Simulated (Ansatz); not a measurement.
One crystal and one scan (scan of one atom of the cell) at two levels, PBE (plane waves to 420 eV, PAW, scalar-relativistic; Ansatz, an electronic-structure program) and r2SCAN (plane waves to 500 eV, PAW, scalar-relativistic; Ansatz), each from its own relaxed cell and on its own mesh. The cell shown is that of PBE.

Starting cell, CeO$_{2}$ (fluorite):

```
CeO2
1.0
    0.00000     2.73224     2.73224
    2.73224     0.00000     2.73224
    2.73224     2.73224     0.00000
Ce O
1 2
Cartesian
  0.00000   0.00000   0.00000
  1.36612   1.36612   1.36612
  4.09836   4.09836   4.09836
```

In this cell atom 1 (Ce, nearest neighbour O at 2.366 Å; its periodic images, 3.9 Å or more away, move with it) is moved by s along Cartesian [111], unit vector (0.577, 0.577, 0.577); all other atoms and the cell stay fixed.

The energy includes the smearing's −TS. CeO2 is run without spin polarisation. CeO2 was relaxed with its symmetry unable to fall. The PAW data are Ansatz's earlier set. The f-shell state is unchecked: a lower one may exist. (PBE) Left out: 4 of 11 points, with atoms too close for the PAW data. (r2SCAN) Left out: 4 of 11 points, with atoms too close for the PAW data. Both scans cover s from -0.282 to 0.282 Å.

ΔE (meV/cell), each from the undisplaced structure of its own level:

| s (Å) | PBE | r2SCAN |
|---|---|---|
| -0.282 | 261.6 | 287.3 |
| -0.188 | 112.3 | 124.0 |
| -0.094 | 27.5 | withheld |
| 0.000 | 0.0 | 0.0 |
| 0.094 | 27.5 | withheld |
| 0.188 | 112.3 | 124.0 |
| 0.282 | 261.6 | 287.3 |

Estimate the r2SCAN value at -0.094 from the PBE value there and the ratio of the two levels in the two nearest given rows on that side of the minimum.

At -0.188 and -0.282 the ratio r2SCAN/PBE averages 1.101, which gives 1.101 × 27.5 = 30.3 meV/cell. The calculation gives 30.5 meV/cell, +10.9 % against PBE.

(For displaced atoms, the force is minus the slope of the energy, and its curvature is a force constant, which sets phonon frequencies.)
